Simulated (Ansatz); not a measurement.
# Al2P: computed properties

The calculation used DFT PBE, scalar-relativistic, plane waves, PAW in Ansatz.

Plane waves to 420 eV, a k mesh through Γ of 18×12×8 on the computed 3-atom cell and Gaussian smearing (0.10 eV); no spin polarisation.

The structure is relaxed at this level of theory with its symmetry kept, and needn't be the ground state of this composition.

```yaml
crystal:
  lattice:
    - [2.75625, 0.00000, 0.00000]
    - [0.00000, 3.64202, 0.00000]
    - [0.00000, 0.00000, 6.04055]
  atoms:
    - { symbol: Al, position: [0.50000, 0.00000, 0.22248] }
    - { symbol: Al, position: [0.50000, 0.00000, 0.77752] }
    - { symbol: P, position: [0.50000, 0.50000, 0.50000] }
```

(1) Formation energy from the elements' standard states (uncorrected)?

(2) Kohn–Sham band gap?

(3) Density of states at the Fermi level?

(4) Orbital (Löwdin) character within 0.5 eV of the Fermi level?

(5) Bader charge by site (e)?

Answers

(1) +0.179 eV/atom.

(2) none (metal).

(3) 1.7 states/eV per cell.

(4) Al 3p 56 %, P 3p 21 %, Al 3s 15 %.

(5) Al (2 in the cell) 0.79, P (1 in the cell) -1.58.

The cell was found from a structure generator's guess, not taken from experiment. Löwdin shares on free-atom orbitals overweight diffuse shells.
